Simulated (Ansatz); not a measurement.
Equation of state of Mg from a dense series

```yaml
crystal:
  lattice:
    - [3.20927, 0.00000, 0.00000]
    - [-1.60464, 2.77931, 0.00000]
    - [0.00000, 0.00000, 5.21033]
  atoms:
    - { symbol: Mg, position: [0.33333, 0.66667, 0.25000] }
    - { symbol: Mg, position: [0.66667, 0.33333, 0.75000] }
```

Atoms are numbered in the order listed.

The cell is COD entry 9008506, as deposited and not checked against the literature; nothing was relaxed.

Computed with DFT, PBEsol, all-electron LAPW, scalar-relativistic in Ansatz 0.2.0.

Sampling and basis: a Γ-centred 12×12×7 k mesh, Fermi–Dirac smearing of 0.08 eV, basis error target 0.5 meV/atom, no spin polarisation.

The cell is scaled evenly. Fractional coordinates are held (clamped ions).

```tsv
V (Å³/atom)	P (GPa)
21.854	1.15
22.307	0.32
22.772	-0.45
23.005	-0.80
23.237	-1.14
23.469	-1.46
23.702	-1.76
24.166	-2.32
24.631	-2.83
```

Task: Fit a third-order Birch–Murnaghan curve to the pressures.

Result: P = (3B0/2)(y^(7/2) − y^(5/2))[1 + (3/4)(B0′ − 4)(y − 1)] with y = (V0/V)^(2/3) fits within 0.01 GPa for V0 = 22.495 Å³/atom, B0 = 37.5 GPa and B0′ = 4.08.

Task: Predict the pressure at the withheld volume, 21.843 Å³/atom.

Result: There y = 1.0198, so the fit gives 1.17 GPa; the run gave 1.17 GPa.
